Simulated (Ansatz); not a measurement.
The relaxed structure here is a generated cell of CdIn2O4: the first start was made by a random draw of sites in a space group, and the end was not matched to a known phase here, so it may be hypothetical.

The end point of a relaxation of CdIn₂O₄. Space group C2/m (No. 12). Calculation: r2SCAN (plane waves to 500 eV, PAW, scalar-relativistic; Ansatz, a first-principles code).

Space group C2/m (No. 12); a = 11.6544 Å, b = 3.6304 Å, c = 5.4953 Å, α = 90.00°, β = 104.43°, γ = 90.00°

| atom | site | symmetry | x | y | z |
|---|---|---|---|---|---|
| Cd | 2d | 2/m | 0.0000 | 0.5000 | 0.5000 |
| In | 4i | m | 0.1351 | 0.0000 | 0.0023 |
| O | 4i | m | 0.0381 | 0.0000 | 0.2691 |
| O | 4i | m | 0.3258 | 0.0000 | 0.1600 |
(The calculation used a cell of 7 atoms; values per cell refer to that cell.)

Q: What is the computed band gap (r2SCAN)?

A: 1.12 eV, direct (no spin-orbit coupling).

No spin polarisation in the result.

It was reached from a disturbed copy of a I4/mmm (No. 139) cell, against which it lies -0.73 eV/atom.
